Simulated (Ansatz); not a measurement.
The relaxed structure here is a generated cell of SiRu: the first start was made by placing the elements on the sites of a structure type, and the end was not matched to a known phase here, so it may be hypothetical.

The start is a generated cell, SiRu built in the AFLOW prototype AB_tP4_131_c_e (B17, as in PtS). A full variable-cell relaxation at zero pressure is run with PBEsol (plane waves to 420 eV, PAW, scalar-relativistic; Ansatz, a first-principles code). The first steps use a coarse 6×6×5 k-mesh.

Input geometry:
```
SiRu
1.0
    3.67250     0.00000     0.00000
    0.00000     3.67250     0.00000
    0.00000     0.00000     4.57227
Si Ru
2 2
Direct
  0.00000   0.50000   0.00000
  0.50000   0.00000   0.50000
  0.00000   0.00000   0.25000
  0.00000   0.00000   0.75000
```

* **Initial pressure**: +60 GPa (positive: the cell is compressed)
* **Outcome**: The space group stays P4₂/mmc (No. 131) (the run could not lower it), with 4 atoms in the primitive cell
* **Energy released**: 0.99 to 1.00 eV/atom (the two k-meshes of the run give this range)
* **Volume change**: +13.1 %, from 15.42 to 17.43 Å³/atom
* **Band gap at the end**: no gap (metallic)
* **Optimiser moves**: 17

Relaxed structure:

Space group P4₂/mmc (No. 131); a = b = 3.3947 Å, c = 6.0508 Å, α = β = γ = 90.00°

| atom | site | symmetry | x | y | z |
|---|---|---|---|---|---|
| Si | 2c | mmm. | 0.0000 | 0.5000 | 0.0000 |
| Ru | 2e | -4m2 | 0.0000 | 0.0000 | 0.2500 |

Final values are on a 14×14×8 k-mesh of the relaxed cell. No spin polarisation in the result.

The run could not lose the symmetry of its start, so the end can be a saddle point.

All atoms sit on sites fixed by symmetry, so only the cell could relax.
